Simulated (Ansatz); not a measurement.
Given:

Ca3SnH2:
```xyz
12
Lattice="4.4254 -5.6833 0.0000 4.4254 5.6833 0.0000 0.0000 0.0000 5.2334" Properties=species:S:1:pos:R:3 pbc="T T T"
Ca     4.4254    -4.4407     1.3083
Ca     4.4254     4.4407     3.9250
Ca     2.6299    -1.2617     1.3083
Ca     6.2208     1.2617     3.9250
Ca     2.6299     1.2617     3.9250
Ca     6.2208    -1.2617     1.3083
Sn     4.4254    -2.1970     3.9250
Sn     4.4254     2.1970     1.3083
H      1.3421     0.0000     0.0000
H      7.5086     0.0000     0.0000
H      7.5086     0.0000     2.6167
H      1.3421     0.0000     2.6167
```

This is the r²SCAN-relaxed structure.

Problem. All from DFT-r²SCAN in the program Ansatz with PAW potentials, unless another level is named. Predict the formation energy from the elements (no fitted shifts).

Solution. -0.75 eV/atom.

Problem. Next, the band gap?

Solution. 0.39 eV (direct).

Problem. And the valence-band maximum?

Solution. at Γ.

Space group Cmcm. The workflow started from a Materials Project entry (that database holds measured and hypothetical structures alike); the Crystallography Open Database files this formula in space group No. 63, but the cells were not matched. Whether it is the stable phase at ambient conditions was not checked. The cell was relaxed with r²SCAN under the symmetry of its start; its stability against distortions is not shown here. The references are the lowest solids computed at this level, not always the standard phases (solids in place of the gases). Spin–orbit coupling is left out wherever it is not named.

Potentials: the later of the program's two PAW sets.
